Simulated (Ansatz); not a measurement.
W₂C:
```
CELL_PARAMETERS angstrom
      4.65619     0.00000     0.00000
      0.00000     5.20830     0.00000
      0.00000     0.00000     2.99187
ATOMIC_POSITIONS crystal
  W  0.25924 0.15825 0.50000
  W  0.74076 0.84175 0.50000
  W  0.75924 0.34175 0.00000
  W  0.24076 0.65825 0.00000
  C  0.00000 0.00000 0.00000
  C  0.50000 0.50000 0.50000
```

Relaxed with LDA. Special points in fractions of this cell's reciprocal vectors: Γ (0.000, 0.000, 0.000); X (0.500, 0.000, 0.000); S (0.500, 0.500, 0.000); Y (0.000, 0.500, 0.000); Z (0.000, 0.000, 0.500); U (0.500, 0.000, 0.500); R (0.500, 0.500, 0.500); T (0.000, 0.500, 0.500).

Problem. List the band energies nearest the Fermi level at these points for LDA in the plane-wave PAW code Ansatz.

Solution. In eV from the Fermi level; about four levels below and three above (degenerate sets whole), none deeper than 8.9 eV; points with the same levels are listed once.

```tsv
k	below	above
Γ	-1.03 -0.81 -0.59 -0.13	1.92 2.48 2.71
X	-1.65 -1.65 -0.99 -0.99	1.12 1.12 1.47 1.47
S	-2.52 -2.52 -0.81 -0.81	0.19 0.19 1.35 1.35
Y	-2.10 -2.10 -0.43 -0.43	0.43 0.43 0.45 0.45
Z	-4.16 -4.16 -2.71 -2.71	1.25 1.25 1.43 1.43
U	-1.26 -1.26 -0.60 -0.60	2.77 2.77 3.01 3.01
R	-1.02 -1.02 -0.42 -0.42	0.97 0.97 2.61 2.61
T	-3.50 -3.50 -2.94 -2.94	1.71 1.71 2.93 2.93
```

Space group Pnnm. The workflow started from a Materials Project entry (that database holds measured and hypothetical structures alike); the Crystallography Open Database copy checked does not list it. Whether it is the stable phase at ambient conditions was not checked. The cell was relaxed with LDA under the symmetry of its start; of distortions, only those at the zone centre were tested. No spin polarisation was allowed. Scalar-relativistic: spin–orbit coupling is off unless named, which matters more the heavier the elements.

Potentials: the later of the program's two PAW sets.
